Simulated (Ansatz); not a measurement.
Input deck for Ansatz 0.2.0, then the block of the output on the nuclei.

The cell is a diffraction structure from the COD whose atoms were relaxed with PBE, the cell held.

```yaml
crystal:
  lattice:
    - [0.0, 7.6156, 7.6156]
    - [7.6156, 0.0, 7.6156]
    - [7.6156, 7.6156, 0.0]
  atoms:
    - { symbol: Li, position: [0.125, 0.125, 0.125] }
    - { symbol: Li, position: [0.625, 0.125, 0.125] }
    - { symbol: Li, position: [0.125, 0.125, 0.625] }
    - { symbol: Li, position: [0.125, 0.625, 0.125] }
    - { symbol: Sr, position: [0.8424740357, 0.4725778928, 0.8424740357] }
    - { symbol: Sr, position: [0.4075259643, 0.4075259643, 0.4075259643] }
    - { symbol: Sr, position: [0.4725778928, 0.8424740357, 0.8424740357] }
    - { symbol: Sr, position: [0.4075259643, 0.4075259643, 0.7774221072] }
    - { symbol: Sr, position: [0.8424740357, 0.8424740357, 0.4725778928] }
    - { symbol: Sr, position: [0.7774221072, 0.4075259643, 0.4075259643] }
    - { symbol: Sr, position: [0.8424740357, 0.8424740357, 0.8424740357] }
    - { symbol: Sr, position: [0.4075259643, 0.7774221072, 0.4075259643] }
    - { symbol: C, position: [0.125, 0.625, 0.625] }
    - { symbol: C, position: [0.625, 0.625, 0.125] }
    - { symbol: C, position: [0.625, 0.125, 0.625] }
    - { symbol: C, position: [0.625, 0.625, 0.625] }
    - { symbol: I, position: [0.8023691317, 0.1976308683, 0.1976308683] }
    - { symbol: I, position: [0.4476308683, 0.0523691317, 0.4476308683] }
    - { symbol: I, position: [0.1976308683, 0.8023691317, 0.8023691317] }
    - { symbol: I, position: [0.0523691317, 0.4476308683, 0.0523691317] }
    - { symbol: I, position: [0.1976308683, 0.8023691317, 0.1976308683] }
    - { symbol: I, position: [0.4476308683, 0.4476308683, 0.0523691317] }
    - { symbol: I, position: [0.8023691317, 0.1976308683, 0.8023691317] }
    - { symbol: I, position: [0.0523691317, 0.0523691317, 0.4476308683] }
    - { symbol: I, position: [0.4476308683, 0.0523691317, 0.0523691317] }
    - { symbol: I, position: [0.1976308683, 0.1976308683, 0.8023691317] }
    - { symbol: I, position: [0.0523691317, 0.4476308683, 0.4476308683] }
    - { symbol: I, position: [0.8023691317, 0.8023691317, 0.1976308683] }
    - { symbol: "N", position: [0.9843433752, 0.6718855416, 0.6718855416] }
    - { symbol: "N", position: [0.5781144584, 0.5781144584, 0.2656566248] }
    - { symbol: "N", position: [0.6718855416, 0.9843433752, 0.6718855416] }
    - { symbol: "N", position: [0.5781144584, 0.5781144584, 0.5781144584] }
    - { symbol: "N", position: [0.6718855416, 0.6718855416, 0.6718855416] }
    - { symbol: "N", position: [0.5781144584, 0.2656566248, 0.5781144584] }
    - { symbol: "N", position: [0.6718855416, 0.6718855416, 0.9843433752] }
    - { symbol: "N", position: [0.2656566248, 0.5781144584, 0.5781144584] }
kpoints:
  mp_grid: { grid: [3, 3, 3] }
scf:
  occupations: { method: fermi_dirac, width: 0.02 }
hamiltonian:
  xc: r2scan
  pseudopotentials: { kind: paw }
output:
  forces: true
  stress: true
  populations: true
  efg:
    quadrupole_moments_barn: { Li: -0.0401, Sr: 0.305, I: -0.68822, "N": 0.02044 }
    contact_densities: true
  write_density: true
  write_potential: true
  elf: true
  volumetric_format: npy
```

```sh
ansatz run input.yaml --threads 1 --pin off --max-ram 3072MiB --backend cpu --events-out ev --progress --plain --runs-dir out
```

Of the output, the block on the nuclei alone is shown; the set-up, the SCF iterations, energies, forces and stress are cut. One atom of each set with nearly equal values is shown.

```
--- PAW observables at the nuclei: V_zz in 10²¹ V/m², potentials from the cell's mean, atoms counted from 1 ---
  atom   1  Li V_zz =    +0.000569   η = 0.0000   by run symmetry: allowed   C_q = -0.0006 MHz
            electrostatic potential = -169.033523 V   contact ρ = 93.877076 e/Å³
  atom   5  Sr V_zz =    -3.334844   η = 0.0000   by run symmetry: allowed   C_q = -24.5940 MHz
            electrostatic potential = -5507.157321 V   contact ρ = 400756.633512 e/Å³
  atom  13  C  V_zz =    -4.140490   η = 0.0000   by run symmetry: allowed
            electrostatic potential = -413.060776 V   contact ρ = 867.287640 e/Å³
  atom  17  I  V_zz =    +3.456323   η = 0.8372   by run symmetry: allowed   C_q = -57.5170 MHz
            electrostatic potential = -8887.636592 V   contact ρ = 1602942.782800 e/Å³
  atom  29  N  V_zz =    +1.604906   η = 0.0000   by run symmetry: allowed   C_q = +0.7932 MHz
            electrostatic potential = -514.274386 V   contact ρ = 1411.168325 e/Å³
```

The run took 3.6 min of wall time (3.6 min of CPU time) and 2.8 GiB at its peak, on 1 thread of Arm Neoverse V1 (aarch64; 8 cores open to the job, memory cap 3.0 GiB, no GPU), a shared host with a load of 0.2 a core.

The largest force is 0.6 eV/Å, so the atoms aren't at the calculated equilibrium and relaxing them would move these values. Without spin–orbit coupling the gradients at and beside I can be off by some per cent, at some sites by more. With these PAW files V_zz is typically within 2 to 3 % of all-electron values, but misses above 10 % occur on I.
